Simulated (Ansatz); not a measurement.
Rh (fcc (Cu type), space group No. 225) at seven volumes, PBEsol in the plane-wave PAW code Ansatz, scaled uniformly. One row is withheld.

```
V (Å³/atom)  P (GPa)
-----------  -------
12.289         35.43
12.694         21.42
13.099             ?
13.504          0.00
13.910         -8.11
14.315        -14.84
14.720        -20.42
```

Q: Fit the shown pressures and predict the withheld one.

A: Third-order Birch–Murnaghan: P = (3/2)B₀(x^(7/2) − x^(5/2))[1 + (3/4)(B′ − 4)(x − 1)] with x = (V₀/V)^(2/3). Least squares on the six rows gives V₀ = 13.504 Å³/atom, B₀ = 295.2 GPa, B′ = 5.11. At V = 13.099, x = 1.0205 and P = 9.72 GPa. The run itself gave 9.74 GPa.

Space group Fm-3m (fcc (Cu type)). The PBEsol relaxation kept the symmetry of its start. No spin polarisation was allowed.

Potentials: the earlier of the program's two PAW sets. The files were generated under PBE; for other functionals the program regenerates the frozen cores, and for LDA and PBEsol the local potential too.
